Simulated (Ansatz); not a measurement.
LuCo₃B₂, a database entry at a rescaled volume

```
Lu B Co
1.0
     4.96773    0.00000    0.00000
    -2.48387    4.30218    0.00000
     0.00000    0.00000    3.04034
Lu B Co
1 2 3
Direct
  0.00000 0.00000 0.00000
  0.33330 0.66670 0.00000
  0.66660 0.33330 0.00000
  0.50000 0.00000 0.50000
  0.50000 0.50000 0.50000
  0.00000 0.50000 0.50000
```

The numbers come from plane-wave PAW DFT (Ansatz): r2SCAN, no spin polarisation, 500 eV, 8×8×11 Γ-centred k points, fermi-dirac occupations (width 0.1 eV). Nothing was relaxed.

Is there a gap?

It is a metal, with about 3.5 states/eV a cell as the mean within 0.25 eV of the Fermi level, mostly Co d (73 %).

Give the Bader charges.

Bader charges in e: Lu +1.64, Co -0.22, B -0.48. In the mean Lu gives up most and B takes most.

Describe some of the short contacts.

B–Co at 2.09 Å: least valence density 0.54 e/Å³ and ELF 0.49 there. Lu–B at 2.87 Å: least valence density 0.18 e/Å³ and ELF 0.12 there. Lu–Co at 2.91 Å: least valence density 0.20 e/Å³ and ELF 0.13 there. Both are smooth PAW fields, read partly inside the augmentation spheres.

What is the formation energy?

-0.44 eV an atom against the elements' usual phases (free molecules for gases, crystals otherwise, with no correction for O₂ or N₂), so it is bound against them; other compounds may still compete. Relaxing would lower it.

Are the atoms at rest?

The forces vanish by the symmetry of the sites.

Origin: a database entry at a rescaled volume. Caveats: no spin polarisation, so a magnetic state may lie lower.
